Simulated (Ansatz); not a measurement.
YZn5:
```yaml
crystal:
  lattice:
    - [5.26783, 0.00000, 0.00000]
    - [-2.63392, 4.56208, 0.00000]
    - [0.00000, 0.00000, 4.13129]
  atoms:
    - { symbol: Y, position: [0.00000, 0.00000, 0.00000] }
    - { symbol: Zn, position: [0.00000, 0.50000, 0.50000] }
    - { symbol: Zn, position: [0.50000, 0.00000, 0.50000] }
    - { symbol: Zn, position: [0.50000, 0.50000, 0.50000] }
    - { symbol: Zn, position: [0.33333, 0.66667, 0.00000] }
    - { symbol: Zn, position: [0.66667, 0.33333, 0.00000] }
```

This is the r²SCAN-relaxed structure.

**Question.** All from DFT-r²SCAN in the program Ansatz with PAW potentials, unless another level is named. Predict the density of states at the Fermi level.

**Answer.** 0.30 states/eV per atom (mean over ±0.08 eV).

**Question.** Next, the formation energy from the elements (no fitted shifts)?

**Answer.** -0.35 eV/atom.

Space group P6/mmm. The workflow started from a Materials Project entry (that database holds measured and hypothetical structures alike); the Crystallography Open Database files this formula in space group No. 191, but the cells were not matched. Whether it is the stable phase at ambient conditions was not checked. The r²SCAN relaxation kept the symmetry of its start; whether a distortion lowers the energy is not shown. The run is not spin-polarised. The references are the lowest solids computed at this level, not always the standard phases. Spin–orbit coupling is left out wherever it is not named.

Potentials: the later of the program's two PAW sets.
